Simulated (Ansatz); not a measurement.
One crystal and one scan (frozen-phonon scan) at two levels, PBE (plane waves to 420 eV, PAW, scalar-relativistic; Ansatz, a program for electronic structure) and r2SCAN (plane waves to 500 eV, PAW, scalar-relativistic; Ansatz), each from its own relaxed cell and on its own mesh. The cell shown is that of PBE.

Relaxed Sn (beta-Sn type, space group I4_1/amd):

```yaml
crystal:
  lattice:
    - [-5.94700, 5.94700, 3.21230]
    - [0.00000, 0.00000, 3.21230]
    - [0.00000, 5.94700, 0.00000]
  atoms:
    - { symbol: Sn, position: [0.00000, 0.25000, 0.50000] }
    - { symbol: Sn, position: [0.50000, 0.25000, 0.50000] }
    - { symbol: Sn, position: [0.00000, 0.00000, 0.00000] }
    - { symbol: Sn, position: [0.50000, 0.00000, 0.00000] }
```

A phonon eigenvector at M = (0.5, 0.5, 0.5) is frozen into this cell: atom i moves by Q times the vector below, so Q is the largest atomic displacement, in Å. The cell is held. It is one choice among 2 degenerate patterns. (q is in reciprocal vectors of the primitive cell; the cell shown is doubled to hold the pattern.)

| atom | x | y | z |
|---|---|---|---|
| Sn1 | 0.000 | -1.000 | 0.000 |
| Sn2 | 0.000 | 1.000 | 0.000 |
| Sn3 | 0.000 | 1.000 | 0.000 |
| Sn4 | 0.000 | -1.000 | 0.000 |

Sn was relaxed with its symmetry unable to fall. With partly filled bands, energies and forces of such displacements shift with the k mesh and the smearing. Percentages come from the unrounded values.

Results of PBE:

| Item | Value |
|---|---|
| Lattice constant a (Å) | 5.947 |
| Lattice constant c (Å) | 3.212 |
| Relaxed volume (Å³/atom) | 28.40 |
| Harmonic wavenumber from the curvature (finite differences) (cm⁻¹ (negative: imaginary)) | 124 |
| Shape of the curve | a single well with its minimum at or next to zero displacement |

Q: Estimate the r2SCAN values.

A: 
| quantity | r2SCAN | PBE − r2SCAN |
|---|---|---|
| Lattice constant a (Å) | 5.886 | +0.061 (+1.0 %) |
| Lattice constant c (Å) | 3.184 | +0.028 (+0.9 %) |
| Relaxed volume (Å³/atom) | 27.58 | +0.82 (+3.0 %) |
| Harmonic wavenumber from the curvature (finite differences) (cm⁻¹ (negative: imaginary)) | 135 | -11 (-8 %) |

PBE gives the higher value for: lattice constant a; lattice constant c; relaxed volume. PBE gives the lower value for: harmonic wavenumber from the curvature. Both give the same shape of the curve: a single well with its minimum at or next to zero displacement.

(For displaced atoms, the force is minus the slope of the energy, and its curvature is a force constant, which sets phonon frequencies.)
